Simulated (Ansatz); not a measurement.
Structure relaxation, Ni

The start is a generated cell, Ni built in the AFLOW prototype A_oC8_64_f (A14, as in I). Cell shape, volume and atoms are optimised at zero target pressure with r2SCAN (plane waves to 500 eV, PAW, scalar-relativistic; Ansatz, a first-principles code). The first steps use a coarse 13×13×5 k-mesh.

Input geometry:
```yaml
crystal:
  lattice:
    - [2.29615, -1.50300, 0.00000]
    - [2.29615, 1.50300, 0.00000]
    - [0.00000, 0.00000, 6.31886]
  atoms:
    - { symbol: Ni, position: [0.84515, 0.15485, 0.11750] }
    - { symbol: Ni, position: [0.15485, 0.84515, 0.88250] }
    - { symbol: Ni, position: [0.34515, 0.65485, 0.38250] }
    - { symbol: Ni, position: [0.65485, 0.34515, 0.61750] }
```
Spin-polarised start, with parallel moments on Ni.

```yaml
outcome: The space group goes from Cmce (No. 64) to Fm-3m (No. 225); the end is fcc (Cu type), with 1 atom in the primitive magnetic cell
energy_released: about 1.4 eV/atom
Shortest distances (start → end): "The closest pairs of elements (up to four, under 3.6 Å), start → end: Ni–Ni 1.75 → 2.46 Å"
moments_at_the_end: net 0.74 μB/atom, ferromagnetic
optimiser_moves: 10
```

Final structure:

Space group Fm-3m (No. 225); a = 3.478 Å, b = 3.478 Å, c = 3.478 Å, α = 90.00°, β = 90.00°, γ = 90.00°

```
atom  site  symmetry       x       y       z
----  ----  --------  ------  ------  ------
Ni      4b      m-3m  0.5000  0.5000  0.5000
```
(The calculation used a cell of 1 atom; values per cell refer to that cell.)

Final values are on a 23×23×23 k-mesh of the relaxed cell. The start holds a very short contact (Ni–Ni 1.75 Å). Spin state reached: ferromagnetic (net 0.74 μB/atom), from parallel starting moments; other spin orders were not run from this start. r2SCAN tends to overstate moments in metals.

The run could not lose the symmetry of its start; a randomly shaken copy of 2 atoms returns to this structure.
